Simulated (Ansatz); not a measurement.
# SrPb: enthalpy against pressure

SrPb, Cmcm, a = 5.033 Å, b = 12.196 Å, c = 4.610 Å. The structure is a COD entry; whether it is the stable form wasn't checked. Ansatz: PBEsol, PAW, 420 eV, Γ-centred 10×10×10 mesh on 4 atoms, Gaussian smearing 0.10 eV; no spin polarisation. Cell and atoms are relaxed at each pressure, and no other structure is tried, so the rows at high pressure may lie past a change of phase. y is the enthalpy over the state at zero pressure; there V0 = 35.371 Å³/atom. The pressures are the targets, met within 0.03 GPa.

```tsv
P (GPa)	y (eV/atom)
-1.0	-0.2244
0.0	0.0000
1.0	0.2174
4.0	0.8371
12.0	?
25.0	4.4693
50.0	7.9285
90.0	12.5239
```

Fit y = c1 P + c2 P² + c3 P³ to the other rows, say what c1 and c2 mean, and predict the missing value.

Least squares on the rows shown. y = 0.20700 P − 0.0012421 P² + 5.4256×10⁻⁶ P³. Since dH/dP = V, c1 is V0: 0.20700 eV/GPa × 160.2 = 33.161 Å³ against 35.371; c2 = −V0/(2B0) gives B0 = 83 GPa, where a Birch–Murnaghan fit to the volumes of the same runs (not shown) gives 33 GPa. The volume falls by 52 % over the range, most steeply at the start, which a cubic can't follow: here c1 isn't V0 and c2 doesn't give B0. Above P = −c2/(3 c3) = 76 GPa the cubic's slope, the volume, would rise with pressure, so the form fails there. With a term in P⁴ added, the coefficient of P becomes 0.2178, 5 % more, which shows how far this figure hangs on the form. At P = 12.0 the fit asked for gives 2.3145 eV/atom. The run gave 2.3305 eV/atom, so the fit is 0.0160 eV/atom too low, within twice the rms miss on the fitted rows (0.0155 eV/atom).

The mesh isn't the same in all rows (10×10×10, 10×10×14). Spin–orbit coupling is left out, which can shift energies with elements as heavy as these.